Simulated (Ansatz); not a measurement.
**Ca3GeN under strain**

Method: DFT PBEsol, scalar-relativistic, plane waves, PAW (Ansatz 0.2.0). Run with 420 eV cutoff, 8×8×8 k-mesh, Gaussian smearing of 0.10 eV, no spin polarisation.

Reference structure (relaxed):

```xyz
5
Lattice="4.7548 0.0000 0.0000 0.0000 4.7548 0.0000 0.0000 0.0000 4.7548" Properties=species:S:1:pos:R:3 pbc="T T T"
Ca    0.0000    2.3774    2.3774
Ca    2.3774    0.0000    2.3774
Ca    2.3774    2.3774    0.0000
Ge    0.0000    0.0000    0.0000
N     2.3774    2.3774    2.3774
```

Deformation: uniaxial strain along c, with the lengths of a and b and the atoms relaxed and the angles held, all within the symmetry that the strain leaves. Energies are extrapolated to zero smearing.

A cell with an odd number of electrons and no spin polarisation is a metal by construction and may be lower with spin.

| strain (%) | ΔE (meV/atom) | a (Å) | b (Å) | c (Å) |
| --- | --- | --- | --- | --- |
| -6.0 | 26.3 | 4.834 | 4.834 | 4.469 |
| -4.0 | 11.0 | 4.806 | 4.806 | 4.565 |
| -2.0 | 2.6 | 4.780 | 4.780 | 4.660 |
| +0.0 | 0.0 | 4.755 | 4.755 | 4.755 |
| +2.0 | 2.3 | 4.734 | 4.734 | 4.850 |
| +4.0 | 8.8 | 4.714 | 4.714 | 4.945 |
| +6.0 | 19.1 | 4.698 | 4.698 | 5.040 |

**Question.** What stiffness (1/V) d²E/dε² at zero strain does a cubic fit over all points give?

**Answer.** A cubic fit gives (1/V) d²E/dε² = 94 GPa at zero strain (Young's modulus along this axis, angles held).

**Question.** How does the free axis a answer a small strain?

**Answer.** Between the innermost points its strain is -0.25 times the applied one.